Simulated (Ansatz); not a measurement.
ScIr (CsCl type, Pm-3m), a = b = c = 3.162 Å, α = β = γ = 90.00°.

Relaxed with LDA.

Problem. Which orbitals make up the states near the Fermi level in plane-wave PAW LDA (Ansatz code)?

Solution. Within 0.5 eV of the Fermi level: Ir 5d 50 %, Sc 3d 30 %, Ir 6s 9 %, outside the projected shells 6 %. Projections are on Löwdin-orthogonalised atomic valence shells; empty p or d shells of many metals are not among them.

Problem. Tabulate the density of states.

Solution. States/eV per cell of 2 atoms, in 0.25 eV bins, energy from the Fermi level.

| E (eV) | total | Ir 5d | Sc 3d | Ir 6s |
|---|---|---|---|---|
| -7.85 | 0.08 | 0.00 | 0.00 | 0.03 |
| -7.60 | 0.11 | 0.00 | 0.00 | 0.04 |
| -7.35 | 0.14 | 0.00 | 0.00 | 0.06 |
| -7.10 | 0.17 | 0.00 | 0.00 | 0.07 |
| -6.85 | 0.21 | 0.01 | 0.00 | 0.09 |
| -6.60 | 0.25 | 0.01 | 0.01 | 0.11 |
| -6.35 | 0.30 | 0.02 | 0.01 | 0.13 |
| -6.10 | 0.37 | 0.04 | 0.02 | 0.16 |
| -5.85 | 0.48 | 0.07 | 0.04 | 0.21 |
| -5.60 | 1.01 | 0.29 | 0.18 | 0.36 |
| -5.35 | 1.63 | 0.57 | 0.33 | 0.57 |
| -5.10 | 1.36 | 0.67 | 0.30 | 0.28 |
| -4.85 | 1.63 | 1.01 | 0.33 | 0.16 |
| -4.60 | 2.15 | 1.46 | 0.41 | 0.12 |
| -4.35 | 3.10 | 2.28 | 0.49 | 0.07 |
| -4.10 | 2.84 | 2.13 | 0.44 | 0.07 |
| -3.85 | 2.03 | 1.48 | 0.35 | 0.06 |
| -3.60 | 3.22 | 2.49 | 0.46 | 0.06 |
| -3.35 | 4.16 | 3.28 | 0.67 | 0.08 |
| -3.10 | 2.80 | 2.23 | 0.46 | 0.05 |
| -2.85 | 3.16 | 2.52 | 0.48 | 0.08 |
| -2.60 | 3.70 | 2.99 | 0.45 | 0.14 |
| -2.35 | 3.50 | 2.80 | 0.44 | 0.10 |
| -2.10 | 2.36 | 1.77 | 0.35 | 0.08 |
| -1.85 | 2.32 | 1.76 | 0.31 | 0.07 |
| -1.60 | 1.40 | 0.87 | 0.29 | 0.06 |
| -1.35 | 0.95 | 0.39 | 0.31 | 0.05 |
| -1.10 | 0.87 | 0.28 | 0.34 | 0.04 |
| -0.85 | 0.70 | 0.21 | 0.27 | 0.03 |
| -0.60 | 0.44 | 0.15 | 0.14 | 0.02 |
| -0.35 | 0.26 | 0.09 | 0.07 | 0.02 |
| -0.10 | 0.33 | 0.19 | 0.07 | 0.02 |
| 0.15 | 0.87 | 0.50 | 0.25 | 0.07 |
| 0.40 | 1.51 | 0.73 | 0.51 | 0.15 |
| 0.65 | 1.45 | 0.53 | 0.64 | 0.09 |
| 0.90 | 1.64 | 0.49 | 0.85 | 0.06 |
| 1.15 | 1.95 | 0.49 | 1.15 | 0.04 |
| 1.40 | 2.02 | 0.45 | 1.33 | 0.04 |
| 1.65 | 3.03 | 0.55 | 2.20 | 0.05 |
| 1.90 | 3.56 | 0.57 | 2.62 | 0.08 |
| 2.15 | 3.33 | 0.51 | 2.46 | 0.13 |
| 2.40 | 2.73 | 0.35 | 2.21 | 0.04 |
| 2.65 | 1.90 | 0.19 | 1.62 | 0.02 |
| 2.90 | 1.41 | 0.15 | 1.17 | 0.02 |
| 3.15 | 1.08 | 0.12 | 0.88 | 0.02 |
| 3.40 | 1.21 | 0.13 | 1.00 | 0.02 |
| 3.65 | 1.70 | 0.18 | 1.43 | 0.02 |
| 3.90 | 2.84 | 0.32 | 2.38 | 0.03 |
| 4.15 | 2.98 | 0.33 | 2.53 | 0.03 |
| 4.40 | 2.22 | 0.24 | 1.85 | 0.03 |
| 4.65 | 0.59 | 0.09 | 0.38 | 0.03 |

The first step of the workflow began from a Materials Project structure, measured or hypothetical; the Crystallography Open Database files this formula in space group No. 221, but the cells were not matched. Its standing as an ambient phase is unchecked. Symmetry was held in the LDA relaxation; of distortions, only those at the zone centre were tested. The run is not spin-polarised. Spin–orbit coupling is left out wherever it is not named.

Potentials: the later of the program's two PAW sets.
